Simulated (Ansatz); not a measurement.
**NaOsF$_{3}$, a known structure type with other elements, at an estimated volume**

```
CELL_PARAMETERS angstrom
3.19416 0.00000 0.00000
1.59708 -5.19614 0.00000
0.00000 0.00000 -7.59288
ATOMIC_POSITIONS crystal
Na 0.74570 0.50860 0.75000
Na 0.25430 0.49140 0.25000
Os 0.00000 0.00000 0.00000
Os 0.00000 0.00000 0.50000
F 0.08420 0.83160 0.75000
F 0.91580 0.16840 0.25000
F 0.62780 0.74440 0.05630
F 0.37220 0.25560 0.55630
F 0.37220 0.25560 0.94370
F 0.62780 0.74440 0.44370
```

The numbers come from plane-wave PAW DFT (Ansatz): r2SCAN, no spin polarisation, 500 eV, 8×8×4 Γ-centred k points, fermi-dirac occupations (width 0.0288 eV). Nothing was relaxed.

Task: Is it stable against the elements?

Result: -1.54 eV an atom against the elements' usual phases (free molecules for gases, crystals otherwise, with no correction for O₂ or N₂), so it is bound against them; other compounds may still compete. Relaxing would lower it.

Task: Which orbitals make up the band edges?

Result: Within 0.7 eV of the edges, the states project mainly on Os d (90 %) below the gap and on Na s (39 %), Os s (27 %) and F s (16 %) above it.

Task: Where is the largest force?

Result: The largest is on F5 (and as large on other atoms): 0.65 eV/Å, components (0.00, 0.65, 0.00). It makes 115° with the line to a nearest neighbour, Os3 at 2.09 Å.

Task: How is the charge shared?

Result: Bader charges in e: Na +0.91, Os +1.29, F -0.73. In the mean Os gives up most and F takes most.

Task: What do density and ELF say about some of the short contacts?

Result: Os–F at 2.09 Å: least valence density 0.49 e/Å³ and ELF 0.05 there. Na–F at 2.32 Å: least valence density 0.12 e/Å³ and ELF 0.02 there, a closed-shell (ionic or weak) contact. Both are smooth PAW fields, read partly inside the augmentation spheres.

Task: Metal or insulator? Give the gap.

Result: The gap is 0.71 eV, direct at the points sampled.

Task: What does the stress say?

Result: The pressure is 0.1 GPa (compression positive), so with the atoms held at these fractions the cell is close to zero pressure. The principal stresses -2.4, -1.4, 3.9 GPa differ, so its shape would change too.

Origin: a known structure type with other elements, at an estimated volume, so it need not be a known compound. Caveats: no spin-orbit coupling, which can shift this gap by tenths of an eV.
